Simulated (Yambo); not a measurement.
**SiO2: lowest vertical excitons**

```xyz
12
Lattice="-4.4720 4.4720 2.6118 4.4720 -4.4720 2.6118 4.4720 4.4720 -2.6118" Properties=species:S:1:pos:R:3 pbc="T T T"
O      2.2360     2.2360     1.3059
O     -2.2360     2.2360     1.3059
O      2.2360     2.2360    -1.3059
O      2.2360    -2.2360     1.3059
O      1.8653     0.0000     0.0000
O      7.0788     0.0000     0.0000
O      0.0000     1.8653     0.0000
O      0.0000     7.0788     0.0000
Si     1.5821     1.5821     0.0000
Si     2.8899     2.8899     2.6118
Si     2.8899    -2.8899     2.6118
Si    -2.8899     2.8899     2.6118
```

The geometry is that of Materials Project entry mp-1179454, symmetrised and not relaxed again.

BSE in Yambo on PBEsol (pw.x of Quantum ESPRESSO, ONCV potentials, scalar-relativistic) bands: 4×4×4 mesh, 16 valence and 7 conduction bands, static screening with 109 bands and a 3 Ry block, scissor 2.85 eV, Tamm-Dancoff; field along x.

| state | energy (eV) | states within 2 meV | relative strength | class | main transitions |
|---|---|---|---|---|---|
| 1 | 7.11 | 1 | < 0.01 | dark | several band pairs |
| 2 | 7.13 | 1 | < 0.01 | dark | several band pairs |
| 3 | 7.55 | 1 | < 0.01 | dark | several band pairs |
| 4 | 7.60 | 1 | < 0.01 | dark | several band pairs |
| 5 | 7.86 | 1 | < 0.01 | dark | VB → CB (88 %) |
| 6 | 7.88 | 1 | < 0.01 | dark | VB−1 → CB (78 %) |
| 7 | 7.96 | 2 | < 0.01 | dark | VB → CB (77 %) |
| 8 | 7.99 | 2 | 1.00 | weak | several band pairs |
| 9 | 8.04 | 1 | < 0.01 | dark | several band pairs |
| 10 | 8.10 | 2 | < 0.01 | dark | VB−1 → CB (65 %) |

These are vertical excitations (zero momentum). The direct quasiparticle gap on this mesh is 8.42 eV; counted from there, state 1 is bound by 1.31 eV. Convergence with the mesh was not shown.

Spin singlets only. Strengths are relative to the strongest of the lowest states of this run; strong means a line over 3 % of the spectrum's maximum, dark under 0.03 %. Absolute energies carry the error of the G0W0 scissor, whose convergence isn't established; the long-wavelength screening was taken along (1,1,1) although the crystal is anisotropic.

This is not the ordinary phase of the substance; no match was found in the copy of COD used, and its stability was not checked.
